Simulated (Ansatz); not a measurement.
Relaxed-ion elastic tensor of La2O3 (La2O3 or Ni2Al3 type, P-3m1) in GPa (Voigt order), plane-wave PAW LDA (Ansatz code); density 6.96 g/cm³, 15.54 Å³ per atom.

```
  233    141   94.3   27.8    0.0    0.0
  141    233   94.3  -27.8    0.0    0.0
 94.3   94.3    138    0.0    0.0    0.0
 27.8  -27.8    0.0   70.0    0.0    0.0
  0.0    0.0    0.0    0.0   70.0   27.8
  0.0    0.0    0.0    0.0   27.8   45.8
```

Problem. Is the crystal mechanically stable?

Solution. Yes: the smallest eigenvalue of C is 27.6 GPa.

Problem. Work out the Voigt, Reuss and Hill averages.

Solution. K_V = 140, K_R = 124, K_H = 132; G_V = 55.4, G_R = 41.7, G_H = 48.6 GPa.

Problem. Give Young's modulus, Poisson's ratio, Pugh's ratio and the universal anisotropy index.

Solution. E = 9KG/(3K + G) = 130 GPa; ν = 0.34; K/G = 2.72 (ductile by the Pugh limit of 1.75); A_U = 5G_V/G_R + K_V/K_R − 6 = 1.78.

Problem. Estimate the sound speeds and the Debye temperature.

Solution. v_l = √((K + 4G/3)/ρ) = 5320 m/s, v_t = √(G/ρ) = 2640 m/s, mean 2960 m/s; Θ = (h/k)(3n/4πV)^(1/3) v_m = 354 K.

Problem. Solve the Christoffel equation for the three sound speeds along x, y, z.

Solution. Eigenvalues of C_ijkl n_j n_l equal ρv². In km/s, slowest first: x 1.99, 3.56, 5.78; y 2.56, 3.07, 5.84; z 3.17, 3.17, 4.46.

Problem. How much does each axis shrink under pressure?

Solution. Linear compressibilities β_i = Σ_j S_ij (j = 1 to 3): x 1.3, y 1.3, z 5.5 per TPa.

The LDA relaxation kept the symmetry of its start; phonons on a q-mesh show no instability. Spin–orbit coupling is left out wherever it is not named.

Potentials: the later of the program's two PAW sets.
